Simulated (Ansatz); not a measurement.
**Moving the choice of potentials or basis in ScF3**

```cif
data_structure
_symmetry_space_group_name_H-M 'Pm-3m'
_symmetry_Int_Tables_number 221
_cell_length_a 4.0125
_cell_length_b 4.0125
_cell_length_c 4.0125
_cell_angle_alpha 90.000
_cell_angle_beta 90.000
_cell_angle_gamma 90.000
_cell_volume 64.60
loop_
_atom_site_label
_atom_site_type_symbol
_atom_site_symmetry_multiplicity
_atom_site_Wyckoff_symbol
_atom_site_fract_x
_atom_site_fract_y
_atom_site_fract_z
_atom_site_occupancy
Sc1 Sc 1 a 0.00000 0.00000 0.00000 1
F1 F 3 d 0.00000 0.00000 0.50000 1
```

Kept alike: task single point; functional PBEsol; k mesh 7 × 7 × 7; occupations fermi-dirac, width 0.05 eV; no spin polarisation. Program: Ansatz. Cutoffs run from 1050 to 1500 eV. The mesh is that of the run's cell of 4 atoms. No spin-orbit coupling.

| choice of potentials or basis | pressure (GPa) |
| --- | --- |
| Ansatz PAW (files of its older set among them) (made for PBE) | 0.59 |
| JTH PAW (made for PBE) | 0.95 |
| PseudoDojo standard (PBEsol files) | 0.33 |
| PseudoDojo stringent (PBEsol files) | 0.33 |

Pressure is positive in compression, with a Pulay correction for the finite cutoff.

The pressure runs from 0.33 (PseudoDojo standard (PBEsol files); PseudoDojo stringent (PBEsol files)) to 0.95 GPa (JTH PAW (made for PBE)).
